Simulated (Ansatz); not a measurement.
## ZrS (Fm-3m), clamped-ion strain scan

Theory: DFT PBEsol, scalar-relativistic, plane waves, PAW in Ansatz. The runs took a 420 eV cutoff, a Γ-centred 16×16×16 mesh and Gaussian smearing (0.15 eV). No spin polarisation. Energies are free energies at this smearing, counted from the undisturbed cell; pressure is positive in compression.

The undisturbed cell (as given, not relaxed at this level; it stands at -6.5 GPa, and it needn't be the usual structure):

```
CELL_PARAMETERS angstrom
0.00000 2.62500 2.62500
2.62500 0.00000 2.62500
2.62500 2.62500 0.00000
ATOMIC_POSITIONS crystal
Zr 0.00000 0.00000 0.00000
S 0.50000 0.50000 0.50000
```

The cell is strained by ε times the Voigt pattern (0, 0, 0, 1, 0, 0) (xx, yy, zz, yz, xz, xy; engineering shear) with fractional coordinates fixed. The cell is metallic on the mesh throughout.

```csv
ε,ΔE (meV/atom)
-0.1000,13.3
-0.0500,3.4
0.0000,0.0
0.0125,0.2
0.0250,0.9
0.0375,2.0
0.0625,5.3
0.0750,7.6
0.0875,10.3
```

**Question.** Predict the stress summed along the pattern (GPa, tension positive) at each point.

**Answer.**
| ε | stress summed along the pattern (GPa, tension positive) |
| --- | --- |
| -0.1000 | -2.54 |
| -0.0500 | -1.36 |
| 0.0000 | 0.00 |
| 0.0125 | 0.35 |
| 0.0250 | 0.70 |
| 0.0375 | 1.03 |
| 0.0625 | 1.67 |
| 0.0750 | 1.97 |
| 0.0875 | 2.27 |